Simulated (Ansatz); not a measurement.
The start is a relaxed Zr cell displaced along its unstable phonon at q = Γ (38i cm⁻¹), largest move 0.15 Å. The structure is fully relaxed (lattice and positions, P = 0) with PBE (plane waves to 420 eV, PAW, scalar-relativistic; Ansatz, a quantum-chemistry and plane-wave program). First-step values are on the input's coarse k-mesh.

Ansatz input (later rounds restart from its end on a renewed k-mesh):
Ansatz 0.2 input:
```yaml
crystal:
  lattice:
    - [5.7145012464, 0, 0]
    - [0, 5.7145012464, 0]
    - [0, 0, 5.7145012464]
  atoms:
    - { symbol: Zr, position: [0.1459910044, 0.1440224275, 0.1751772819] }
    - { symbol: Zr, position: [0.6537932924, 0.3442381307, 0.8753929851] }
    - { symbol: Zr, position: [0.8540089956, 0.6440224275, 0.3248227181] }
    - { symbol: Zr, position: [0.3462067076, 0.8442381307, 0.6246070149] }
    - { symbol: Zr, position: [0.8540089956, 0.8559775725, 0.8248227181] }
    - { symbol: Zr, position: [0.3462067076, 0.6557618693, 0.1246070149] }
    - { symbol: Zr, position: [0.1459910044, 0.3559775725, 0.6751772819] }
    - { symbol: Zr, position: [0.6537932924, 0.1557618693, 0.3753929851] }
basis: { ecutwfc: 420, ecutrho_ratio: 4, xc_grid: 2, fft_grid_basis: typed }
kpoints: { mp_grid: { grid: [6, 6, 6] } }
hamiltonian:
  xc: pbe
  dispersion: none
  pseudopotentials: { azcp: { folder: ./paw }, kind: paw }
scf: { occupations: { method: fermi_dirac, width: 0.05 } }
relax: { f_tol: 0.01, max_steps: 100, cell: { stress_tol: 0.02 } }
output: { forces: true, stress: true }
```

Problem. By how much does the energy per atom fall from start to end?

Solution. 0.09 eV/atom.

Problem. How does the volume per atom move from start to end?

Solution. +0.3 %, from 23.33 to 23.40 Å³/atom.

Problem. Does it find its way back to the structure it was made from?

Solution. It does not go back: it reaches P6₃/mmc (No. 194), hcp (Mg type), 0.10 eV/atom below the parent.

Problem. What band gap does the relaxed structure have at this level?

Solution. Zero (metallic).

Problem. Give the final cell and atomic positions.

Solution. 
```cif
data_Zr2
_chemical_formula_sum 'Zr2'
_space_group_name_H-M_alt 'P63/mmc'
_space_group_IT_number 194
_space_group_name_Hall '-P 6c 2c'
_cell_length_a 3.23171
_cell_length_b 3.23171
_cell_length_c 5.17414
_cell_angle_alpha 90.000
_cell_angle_beta 90.000
_cell_angle_gamma 120.000
loop_
_atom_site_label
_atom_site_type_symbol
_atom_site_symmetry_multiplicity
_atom_site_Wyckoff_symbol
_atom_site_fract_x
_atom_site_fract_y
_atom_site_fract_z
_atom_site_occupancy
Zr1 Zr 2 d 0.66667 0.33333 0.25000 1
```

Final values are on a 17×17×9 k-mesh of the relaxed cell. No spin polarisation in the result.

The run could not lose the symmetry of its start.

Of the parent cell (Pa-3 (No. 205)): it is a generated cell of Zr: the first start was made by placing the elements on the sites of a structure type, and the end was not matched to a known phase here, so it may be hypothetical. Known forms of Zr include space group No. 194.
